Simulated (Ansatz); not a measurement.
Input file for Ansatz (a quantum-chemistry and plane-wave program):

Ansatz 0.2 input:
```yaml
crystal:
  lattice:
    - [3.7334454027, 0.0, 0.0]
    - [0.0, 3.7334454027, 0.0]
    - [0.0, 0.0, 3.7334454027]
  atoms:
    - { symbol: Ga, position: [0.0, 0.0, 0.0] }
    - { symbol: C, position: [0.5, 0.5, 0.5] }
    - { symbol: Ni, position: [0.0, 0.5, 0.5] }
    - { symbol: Ni, position: [0.5, 0.5, 0.0] }
    - { symbol: Ni, position: [0.5, 0.0, 0.5] }
kpoints:
  mp_grid: { grid: [19, 19, 19] }
hamiltonian:
  xc: pbesol
  pseudopotentials: { azcp: { folder: ./paw }, kind: paw }
scf:
  occupations: { method: fermi_dirac, width: 0.1 }
elastic: { mode: relaxed_ion, stencil: two_point, amplitude: 0.005, f_tol: 0.0005 }
```

Output (shortened):

```
Pseudopotential: Ga, paw, valence charge 13
Pseudopotential: C, paw, valence charge 4
Pseudopotential: Ni, paw, valence charge 18
Functional definition: PBEsol
Crystal: 5 atoms, lattice volume = 52.039 Å³
Basis set: ecut = 420 eV, 1021 PW (Γ), exchange–correlation on 54×54×54 points (8 copies of the dense FFT grid, shifted against one another)
Bands: 43, of which v1, the nominal top of the filled ones, is band 36 counted from 1 (35 counted from 0)
Symmetry: 48 space group operations
Space group: Pm-3m (ITA 221), of the structure as read, at distance tolerance 3.7e-5 Å
k-points: 220 of 6859
SCF 1 converged in 15 iterations: F = -21405.503659 eV  dr2 = 2.94e-14
Crystal: 5 atoms, lattice volume = 51.779 Å³
Symmetry: 16 space group operations
k-points: 550 of 6859
SCF 2 converged in 13 iterations: F = -21405.501769 eV  dr2 = 8.69e-14
Crystal: 5 atoms, lattice volume = 52.299 Å³
SCF 3 converged in 10 iterations: F = -21405.502326 eV  dr2 = 2.68e-14
Crystal: 5 atoms, lattice volume = 52.039 Å³
Symmetry: 8 space group operations
k-points: 1000 of 6859
SCF 4 converged in 10 iterations: F = -21405.503471 eV  dr2 = 3.55e-14
Crystal: 5 atoms, lattice volume = 52.039 Å³
SCF 5 converged in 9 iterations: F = -21405.503471 eV  dr2 = 1.37e-14
SCF converged after 15 iterations
Free energy (F): -21405.503659 eV
Harris-Foulkes:  -21405.503659 eV  (|F-HF|=7.28e-12)
Internal energy: -21405.425855 eV  (E = F + TS)
E sigma→0 (E₀):  -21405.464757 eV
Entropy (-TS):   -0.077804 eV (-15.561 meV/atom)
Fermi energy:    16.730084 eV
--- Per-component energies (eV) ---
  E_band       = -873.807359
  E_kinetic    = 1225.978308
  E_local      = -10120.487534  (includes V_loc(G=0)·N_el)
  E_nonlocal   = -413.036819
  E_hartree    = 5598.793627
  E_xc         = -448.513298
  E_vxc        = -553.377027  (∫ρ·V_xc dr)
  E_paw        = -6917.149459  (= ΣΔE_a)
  E_vpaw       = -2210.473430  (= ΣTr[D̂ρ^β])
  E_aug_tail   = 0.001879  (compensation charges beyond the density's cutoff)
  E_ewald      = -10332.488505
  E_core_change = 1.475947  (= ΣΔE_core)
  E_smearing   = -0.077804  (= −TS)
  E_closure    =  0.000000  (closes the sum)
  Σ components = -21405.503659   (vs F -21405.503659, Δ=0.00e0)
--- Forces (eV/Å), atoms counted from 1 ---
  atom   1  Ga     0.00000000     0.00000000     0.00000000
  atom   2  C      0.00000000     0.00000000     0.00000000
  atom   3  Ni     0.00000000     0.00000000     0.00000000
  atom   4  Ni     0.00000000     0.00000000     0.00000000
  atom   5  Ni     0.00000000     0.00000000     0.00000000
  max |Σ_I F_I| component: 0.0 eV/Å
--- Stress (GPa, compression-positive) ---
        0.158135       0.000000       0.000000
        0.000000       0.158135       0.000000
        0.000000       0.000000       0.158135
  P = ⅓ Tr σ = 0.1581 GPa (1.581 kbar)
--- Band table (eV; the first three rows and the last of 220) ---
  k-point 0: bands = ["-86.5947", "-86.5778", "-86.5778", "-47.5715", "-47.5715", "-47.5715", "-46.9418", "-46.9418", "-46.9418", "-46.9328", "-46.9328", "-46.9328", "1.5448", "1.5448", "1.5800", "1.5800", "1.5800", "2.3018", "7.8439", "12.6047", "12.6047", …
  k-point 1: bands = ["-86.5946", "-86.5779", "-86.5778", "-47.5714", "-47.5714", "-47.5714", "-46.9419", "-46.9417", "-46.9417", "-46.9329", "-46.9329", "-46.9328", "1.5451", "1.5463", "1.5799", "1.5799", "1.5801", "2.3230", "7.8528", "12.4460", "12.5449", …
  k-point 2: bands = ["-86.5943", "-86.5782", "-86.5778", "-47.5713", "-47.5713", "-47.5711", "-46.9422", "-46.9416", "-46.9416", "-46.9331", "-46.9331", "-46.9329", "1.5461", "1.5506", "1.5796", "1.5796", "1.5805", "2.3858", "7.8763", "12.0837", "12.4261", …
  k-point 219: bands = ["-86.5835", "-86.5834", "-86.5834", "-47.6467", "-47.5287", "-47.5287", "-46.9735", "-46.9735", "-46.9735", "-46.9050", "-46.9050", "-46.9049", "1.5384", "1.5387", "1.5387", "1.6305", "1.6305", "5.2111", "9.1358", "9.1358", "9.1404", …
--- Elastic constants: 2 strain directions × 2 members + reference (group order 48) ---
  dense FFT box of the reference and of every strained cell: 27×27×27
  strains applied: 11, 23; error gains: componentwise 1.00 (the most a stress slope's error grows in a printed constant), spectral 1.73 (1 for all six strains …
  C = ∂σ_k/∂η_j (tension-positive GPa; Voigt order 11 22 33 23 13 12):
       397.547    133.683    133.683      0.000      0.000      0.000
       133.683    397.547    133.683      0.000      0.000      0.000
       133.683    133.683    397.547      0.000      0.000      0.000
         0.000      0.000      0.000     46.168      0.000      0.000
         0.000      0.000      0.000      0.000     46.168      0.000
         0.000      0.000      0.000      0.000      0.000     46.168
  reference stress σ⁰ (GPa):     -0.158     -0.158     -0.158      0.000      0.000      0.000
  moduli (Voigt/Reuss/Hill, GPa): K = 221.64/221.64/221.64   G = 80.47/62.39/71.43   E = 193.51   ν = 0.354
  mechanically stable: yes (min eigenvalue of sym C = 46.17 GPa)
  strain η (Voigt 11):  stress-route row diagonal C_11 = 397.55 GPa, energy-path curvature d²(F+E_count+ΔE)/dδ²/Ω₀ = 397.10 GPa
         δ    σ_11 (GPa)             F (eV)   n_scf  n_hpsi   n_pw
    -5.000e-3      -2.1925      -21405.5017687      13  537594   1026   relax 0 steps, max|allowed force component| 0.0 eV/Å
     5.000e-3       1.7830      -21405.5023257      10  419371   1042   relax 0 steps, max|allowed force component| 0.0 eV/Å
  strain η (Voigt 23):  stress-route row diagonal C_44 = 46.17 GPa, energy-path curvature d²(F+E_count+ΔE)/dδ²/Ω₀ = 46.25 GPa
         δ    σ_23 (GPa)             F (eV)   n_scf  n_hpsi   n_pw
    -5.000e-3      -0.2308      -21405.5034708      10  852930   1034   relax 0 steps, max|allowed force component| 0.0 eV/Å
     5.000e-3       0.2308      -21405.5034708       9  778331   1034   relax 0 steps, max|allowed force component| 0.0 eV/Å
```

Cost: around 6 core-minutes (rough) on shared cores.

The cell is a constructed one: a structure type filled with these elements; the Crystallography Open Database copy checked does not list it. Its standing as an ambient phase is unchecked. The cell was relaxed with PBEsol under the symmetry of its start; its stability against distortions is not shown here. No spin polarisation was allowed. As this level gives no gap, shear constants depend on the k-mesh and smearing (Fermi–Dirac, 0.1 eV here). Spin–orbit coupling is left out wherever it is not named.

Potentials: the earlier of the program's two PAW sets. The files were generated under PBE; for other functionals the program regenerates the frozen cores, and for LDA and PBEsol the local potential too.

Ansatz is a plane-wave DFT program.
